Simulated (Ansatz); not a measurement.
TaSi$_{2}$:
```
CELL_PARAMETERS angstrom
      4.76193     0.00000     0.00000
     -2.38097     4.12395     0.00000
      0.00000     0.00000     6.55306
ATOMIC_POSITIONS crystal
  Si 0.15910 0.31820 0.50000
  Si 0.84090 0.15910 0.83333
  Si 0.68180 0.84090 0.16667
  Si 0.84090 0.68180 0.50000
  Si 0.15910 0.84090 0.83333
  Si 0.31820 0.15910 0.16667
  Ta 0.50000 0.00000 0.50000
  Ta 0.50000 0.50000 0.83333
  Ta 0.00000 0.50000 0.16667
```

Relaxed with PBEsol. Special points in fractions of this cell's reciprocal vectors: Γ (0.000, 0.000, 0.000); M (0.500, 0.000, 0.000); K (0.333, 0.333, 0.000); A (0.000, 0.000, 0.500); L (0.500, 0.000, 0.500); H (0.333, 0.333, 0.500).

Task: List the band energies nearest the Fermi level at these points for PBEsol with spin–orbit coupling in the plane-wave PAW code Ansatz.

Result: In eV from the Fermi level; about four levels below and three above (degenerate sets whole), none deeper than 8.9 eV; points with the same levels are listed once.

```json
[
 {"k": "Γ", "below": "-2.19 -2.19 -1.48 -1.48", "above": "0.68 0.68 2.95 2.95"},
 {"k": "M", "below": "-0.14 -0.14 -0.03 -0.03", "above": "0.84 0.84 1.17 1.17"},
 {"k": "K", "below": "-1.76 -1.76 -1.76 -1.72", "above": "0.20 0.29 0.29"},
 {"k": "A", "below": "-1.97 -1.97 -1.67 -1.67", "above": "1.07 1.07 1.12 1.12"},
 {"k": "L", "below": "-0.74 -0.74 -0.27 -0.27", "above": "1.54 1.54 1.95 1.95"},
 {"k": "H", "below": "-0.31 -0.29 -0.03 -0.03", "above": "0.94 0.94 1.53 1.53"}
]
```

Space group P6_222. Symmetry was held in the PBEsol relaxation. No spin polarisation was allowed.

Potentials: the later of the program's two PAW sets.
